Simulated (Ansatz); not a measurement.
LaZn, DFT, LDA, all-electron PAW with datasets made for the crystal, scalar-relativistic (Ansatz 0.2.0), run on 1 thread of Intel(R) Xeon(R) 6975P-C (Granite Rapids) on a shared host.

The cell comes from COD entry 9008827, which wasn't checked; take it as a given geometry. The listed cell was then made from it by scaling, straining or moving an atom.

Command: `ansatz run input.yaml --threads 1 --pin off --max-ram 3072MiB --backend cpu --events-out ev --progress --plain --runs-dir out`

```yaml
crystal:
  lattice:
    - [3.675, 0.0, 0.0]
    - [0.0, 3.675, 0.0]
    - [0.0, 0.0, 3.75]
  atoms:
    - { symbol: La, position: [0.5, 0.5, 0.5] }
    - { symbol: Zn, position: [0.0, 0.0, 0.0] }
kpoints:
  mp_grid: { grid: [9, 9, 9] }
scf:
  occupations: { method: fermi_dirac, width: 0.05 }
hamiltonian:
  xc: lda
  pseudopotentials: { kind: all_electron, datasets: crystal }
output:
  forces: true
  stress: true
  eigenvalues: true
  efg: { contact_densities: true }
```

How large is the problem that the program sets up?

75 irreducible k-points, 461 plane waves at Γ, 24 bands.

About how long does it take, and how much memory does it use?

8.7 s of wall time for 9 SCF iterations, with a peak of 0.59 GiB. Times on shared machines scatter by tens of per cent.

And the same cell and mesh by frozen-core PAW, asked for forces, stress, eigenvalues, efg, write_density, write_potential, elf, on the same hardware?

3.8 s, peak memory 0.47 GiB.
